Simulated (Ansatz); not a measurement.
**Calculated O-17 NMR of the central transition for SiO2**

Cell: an entry of the Crystallography Open Database (COD), atoms as given.

Space group P4_12_12 (No. 92); a = 4.9780, c = 6.9480 Å.

```csv
site,Wyckoff,site symmetry,x,y,z
Si,4a,..2,0.3000,0.3000,0.0000
O,8b,1,0.2398,0.1032,0.1784
```

One atom of each set is listed.

Method: Kohn–Sham DFT in Ansatz, PBE, plane waves and PAW (field gradients read without the response of the frozen cores, which leaves them typically 4 to 6 % off), scalar-relativistic, 420 eV cutoff, Γ-centred 5×5×4 k-points, Fermi–Dirac smearing 0.02 eV.

O-17 has I = 5/2 and Q = -25.58 mb (Pyykkö 2018); at 21.1 T its Larmor frequency is ν₀ = 121.8 MHz. Only the quadrupole interaction is simulated: positions count from each site's isotropic chemical shift, and J coupling is left out, as are shift anisotropy and dipolar coupling, which fast spinning averages.

Simulated pattern of one O site (fast magic-angle spinning, Gaussian broadening 0.2 kHz):

(offset (kHz), height): (-4.385, 0), (-4.205, 4), (-4.024, 7), (-3.844, 7), (-3.664, 7), (-3.483, 8), (-3.303, 8), (-3.122, 8), (-2.942, 12), (-2.762, 41), (-2.581, 78), (-2.401, 77), (-2.221, 59), (-2.040, 52), (-1.860, 50), (-1.679, 50), (-1.499, 51), (-1.319, 54), (-1.138, 61), (-0.958, 78), (-0.778, 100), (-0.597, 76), (-0.417, 27), (-0.237, 1)

Task: Which |C_Q| and η does the pattern imply?

Result: The pattern spans 3.78 kHz before broadening and its centre of gravity is at -1.70 kHz, which fixes P_Q; the places of the horns and steps fix η. That gives P_Q = 5.87 MHz, |C_Q| = 5.85 MHz and η = 0.14. The sign of C_Q can't be read from the pattern.

At O V_zz runs parallel to the line that joins its two neighbours (within 1°).

The calculated pressure of 7 GPa (PBE) comes largely from the unrelaxed atoms: it is 1.2 GPa once they are relaxed in the same cell. The largest force is 0.4 eV/Å, so the atoms aren't at the calculated equilibrium and relaxing them would move these values.

Hardware: 1 thread of Intel Xeon Platinum 8488C (Sapphire Rapids) (x86_64; 16 cores open to the job, memory cap 3.0 GiB, no GPU), a shared host with a load of 0.2 a core. Wall time 9.5 s, CPU time 9.3 s, peak memory 0.46 GiB.
